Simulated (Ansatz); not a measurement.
The relaxed structure here is a generated cell of Hf: the first start was made by placing the elements on the sites of a structure type, and the end was not matched to a known phase here, so it may be hypothetical. Known forms of Hf include space group No. 194.

One starting cell of Hf (a generated cell, Hf built in the beta-W structure type) was relaxed twice with Ansatz (plane waves, PAW, scalar-relativistic): with r2SCAN at 500 eV and with PBE at 420 eV. The r2SCAN result:

```yaml
crystal:
  lattice:
    - [5.63766, 0.00000, 0.00000]
    - [0.00000, 5.63766, 0.00000]
    - [0.00000, 0.00000, 5.63766]
  atoms:
    - { symbol: Hf, position: [0.25000, 0.00000, 0.50000] }
    - { symbol: Hf, position: [0.75000, 0.00000, 0.50000] }
    - { symbol: Hf, position: [0.00000, 0.50000, 0.25000] }
    - { symbol: Hf, position: [0.00000, 0.50000, 0.75000] }
    - { symbol: Hf, position: [0.50000, 0.25000, 0.00000] }
    - { symbol: Hf, position: [0.50000, 0.75000, 0.00000] }
    - { symbol: Hf, position: [0.00000, 0.00000, 0.00000] }
    - { symbol: Hf, position: [0.50000, 0.50000, 0.50000] }
```

```tsv
quantity	r2SCAN	PBE
space group	Pm-3n	Pm-3n
volume (Å³/atom)	22.40	…
a (Å)	5.638	…
gap (eV, no spin-orbit coupling)	0.00	…
```

**Question.** Fill in the PBE column.

**Answer.** 
- volume (Å³/atom), PBE: 22.51
- a (Å), PBE: 5.647
- gap (eV, no spin-orbit coupling), PBE: 0.00

Both levels end in the same structure; PBE's volume is 0.5 % larger. Neither column is exact.

No spin polarisation in the result. A magnetic state may lie lower.

The run could not lose the symmetry of its start, so the end can be a saddle point.

All atoms sit on sites fixed by symmetry, so only the cell could relax.

Ansatz is a quantum-chemistry and plane-wave program.
